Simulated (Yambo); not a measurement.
Yambo input for K2TiF6 (space group P-3m1, No. 164) (a = 5.6851 Å, b = 5.6851 Å, c = 4.5902 Å, α = 90.00°, β = 90.00°, γ = 120.00°), on LDA (pw.x of Quantum ESPRESSO, ONCV potentials, scalar-relativistic) wavefunctions on a 3×3×4 mesh:

```
optics
chi
dipoles
kernel
FFTGvecs= 40 Ry
Chimod= "HARTREE"
NGsBlkXd= 3 Ry
% QpntsRXd
 1 | 1 |
%
% BndsRnXd
 2 | 111 |
%
GrFnTpXd= "R"
% EnRngeXd
 0.0 | 20.0 | eV
%
% DmRngeXd
 0.2 | 0.2 | eV
%
CGrdSpXd= 50
ETStpsXd= 161
% LongDrXd
 1.0 | 0.0 | 0.0 |
%
```

First lines of the file o-*.eps_q1_inv_rpa_dyson:

```
Absorption @ Q(1):   1.00000000     0.00000000     0.00000000    [q->0 direction]
#
# [ X ] Hartree size     :   83
# [GEN] GF Energies     : Slater exchange(X)+Perdew & Wang(C)
# [GEN] Green`s Function     : Retarded
#
# [GEN] Gauge     : Length
# [GEN] [r,Vnl] included     : yes
#
#    E[1] [eV]     Im(eps)     Re(eps)     Im(eps_o)     Re(eps_o)
#
     0.000000     0.812345E-8     2.346685     -0.74931E-18     2.746936
     0.125000     0.601956E-3     2.346873     0.001145     2.747292
     0.250000     0.001206     2.347436     0.002294     2.748362
     0.375000     0.001813     2.348377     0.003454     2.750151
     0.500000     0.002426     2.349698     0.004629     2.752667
     0.625000     0.003047     2.351403     0.005825     2.755920
     0.750000     0.003677     2.353498     0.007047     2.759925
     0.875000     0.004319     2.355989     0.008301     2.764701
     1.000000     0.004975     2.358884     0.009595     2.770268
     1.125000     0.005647     2.362193     0.010934     2.776654
     1.250000     0.006338     2.365926     0.012327     2.783890
     1.375000     0.007051     2.370097     0.013783     2.792010
     1.500000     0.007789     2.374718     0.015311     2.801056
     1.625000     0.008555     2.379808     0.016922     2.811077
     1.750000     0.009354     2.385384     0.018628     2.822126
     1.875000     0.010189     2.391468     0.020444     2.834268
     2.000000     0.011065     2.398084     0.022386     2.847573
     2.125000     0.011989     2.405259     0.024474     2.862125
     2.250000     0.012965     2.413024     0.026729     2.878020
     2.375000     0.014003     2.421413     0.029178     2.895368
     2.500000     0.015109     2.430467     0.031854     2.914297
     2.625000     0.016295     2.440231     0.034794     2.934956
     2.750000     0.017572     2.450757     0.038045     2.957520
     2.875000     0.018955     2.462105     0.041664     2.982193
     3.000000     0.020460     2.474344     0.045721     3.009218
     3.125000     0.022109     2.487555     0.050305     3.038885
     3.250000     0.023929     2.501833     0.055530     3.071542
     3.375000     0.025951     2.517290     0.061539     3.107610
     3.500000     0.028218     2.534059     0.068524     3.147610
     3.625000     0.030783     2.552301     0.076738     3.192185
     3.750000     0.033718     2.572213     0.086527     3.242144
     3.875000     0.037119     2.594038     0.098369     3.298521
     4.000000     0.041119     2.618082     0.112952     3.362659
```
(The file goes on to the top of the energy range.) Convergence of the RPA response with its 3×3×4 mesh was not tested.

Geometry of the Materials Project entry, not relaxed at this level.
